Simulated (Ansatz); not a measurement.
## Compressing Ga$_{2}$Os: a fit and a missing row

Ga$_{2}$Os, Fddd, a = 4.713 Å, b = 8.209 Å, c = 8.695 Å. The structure is a COD entry; whether it is the stable form wasn't checked. Ansatz: PBEsol, PAW, 420 eV, Γ-centred 8×8×8 mesh on 6 atoms, Gaussian smearing 0.02 eV; no spin polarisation. Shape and atoms are relaxed at each volume; pressure is positive in compression.

```tsv
V (Å³/atom)	P (GPa)
12.334	34.70
12.755	23.61
13.175	?
13.596	6.52
14.016	0.00
14.437	-5.43
14.857	-9.94
15.418	-14.73
```

Task: Take V0 = 14.016 Å³/atom, fit the third-order Birch–Murnaghan form to the other rows, and predict the missing pressure.

Result: With the Eulerian strain f = ½[(V0/V)^(2/3) − 1] and y = P/[3f(1 + 2f)^(5/2)], the form is the line y = B0 + 1.5 B0 (B0′ − 4) f. Rows (f, y): 0.04448, 210.1; 0.03243, 207.4; 0.01024, 201.8; -0.00977, 194.6; -0.01905, 191.7; -0.03079, 186.9. Means f = 0.004590, y = 198.75; Σ(Δf)² = 0.004415, ΣΔfΔy = 1.356; the slope is their ratio. y = 197.3 + 307.2 f GPa, so B0 = 197.3 GPa and B0′ = 4 + 2 × (307.2)/(3 × 197.3) = 5.04. At V = 13.175, f = 0.02106, y = 203.77 and P = 14.27 GPa. The run gave 14.31 GPa, so the fit is 0.04 GPa too low, within the rms miss on the fitted rows (0.07 GPa).

Spin–orbit coupling is left out, which can shift energies with elements as heavy as these.